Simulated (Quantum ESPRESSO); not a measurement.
pw.x input (Quantum ESPRESSO 7.5; PBEsol, PseudoDojo standard norm-conserving files, scalar-relativistic):

```
&CONTROL
  calculation = 'scf'
  pseudo_dir = './pseudo'
  outdir = './out'
  tprnfor = .true.
  tstress = .true.
/
&SYSTEM
  ibrav = 0
  nat = 9
  ntyp = 2
  ecutwfc = 84.0
  ecutrho = 336.0
  occupations = 'smearing'
  smearing = 'fd'
  degauss = 0.002
  nbnd = 28
/
&ELECTRONS
  conv_thr = 9e-10
/
ATOMIC_SPECIES
O 15.9990 O.upf
Si 28.0850 Si.upf
CELL_PARAMETERS angstrom
  3.975569950000   2.295296381000   2.616543000000
 -3.975569950000   2.295296381000   2.616543000000
  0.000000000000  -4.590592762000   2.616543000000
ATOMIC_POSITIONS crystal
O   0.309490000000   0.690510000000   0.500000000000
O   0.500000000000   0.309490000000   0.690510000000
O   0.690510000000   0.500000000000   0.309490000000
O   0.000000000000   0.333515000000   0.666485000000
O   0.666485000000  -0.000000000000   0.333515000000
O   0.333515000000   0.666485000000   0.000000000000
Si   0.715670000000   0.284330000000   0.500000000000
Si   0.500000000000   0.715670000000   0.284330000000
Si   0.284330000000   0.500000000000   0.715670000000
K_POINTS automatic
6 6 6 0 0 0
```

End of the output:

```

[...]
     the Fermi energy is     2.8873 ev
!    total energy              =    -224.10453152 Ry
     estimated scf accuracy    <          1.8E-10 Ry
     smearing contrib. (-TS)   =       0.00000000 Ry
     internal energy E=F+TS    =    -224.10453152 Ry
     The total energy is F=E-TS. E is the sum of the following terms:
     one-electron contribution =    -167.64010186 Ry
     hartree contribution      =     105.83154057 Ry
     xc contribution           =     -59.86013407 Ry
     ewald contribution        =    -102.43583616 Ry
     convergence has been achieved in  11 iterations
     Forces acting on atoms (cartesian axes, Ry/au):
     atom    1 type  1   force =    -0.00678577    0.00000000    0.00000000
     atom    2 type  1   force =     0.00339288   -0.00587665    0.00000000
     atom    3 type  1   force =     0.00339288    0.00587665    0.00000000
     atom    4 type  1   force =     0.00232653   -0.00402966    0.00000000
     atom    5 type  1   force =     0.00232653    0.00402966   -0.00000000
     atom    6 type  1   force =    -0.00465305    0.00000000    0.00000000
     atom    7 type  2   force =    -0.00741265    0.00000000    0.00000000
     atom    8 type  2   force =     0.00370632   -0.00641954    0.00000000
     atom    9 type  2   force =     0.00370632    0.00641954    0.00000000
     Total force =     0.019182     Total SCF correction =     0.000017
     Computing stress (Cartesian axis) and pressure
          total   stress  (Ry/bohr**3)                   (kbar)     P=       12.69
   0.00008390   0.00000000   0.00000000           12.34        0.00        0.00
  -0.00000000   0.00008390   0.00000000           -0.00       12.34        0.00
   0.00000000   0.00000000   0.00009104            0.00        0.00       13.39
```
In a gapped system the printed Fermi energy is only some level inside the gap.

Geometry of the Materials Project entry, not relaxed at this level.
